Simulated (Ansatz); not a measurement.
This run works on a generated trial structure, not on a known crystal.

Input and command of a plane-wave DFT calculation in Ansatz:

```yaml
crystal:
  lattice:
    - [5.406817, 0.0, 0.0]
    - [-2.703409, 4.682441, 0.0]
    - [0.0, 0.0, 14.0]
  atoms:
    - { symbol: P, position: [0.49740047, 0.50259953, 0.5] }
    - { symbol: P, position: [0.49740047, 0.99480094, 0.5] }
    - { symbol: P, position: [0.00519906, 0.50259953, 0.5] }
  periodic: [true, true, false]
basis:
  ecutwfc: 420
kpoints:
  mp_grid: { grid: [6, 6, 1] }
hamiltonian:
  xc: pbe
scf:
  occupations: { method: gaussian, width: 0.1 }
  lower_state_search: "off"
output:
  forces: true
  stress: true
  eigenvalues: true
relax:
  adjacent_minimum: "off"
  f_tol: 0.04
  max_steps: 70
  cell: { stress_2d_tol: 0.16 }
```

```bash
ansatz run input.yaml --threads 1 --pin off --max-ram 2560MiB --backend cpu --events-out ev --progress --plain --runs-dir out
```

Processor: Arm Neoverse N1, 1 thread, on a host shared with other jobs.

**Question.** Estimate time, memory and problem size.

**Answer.** About 2.1 min, peak memory 0.54 GiB. It solves 12 bands at 7 k points (after reduction by symmetry) with about 8437 plane waves (on the last cell), in 76 SCF iterations over 10 ionic steps.
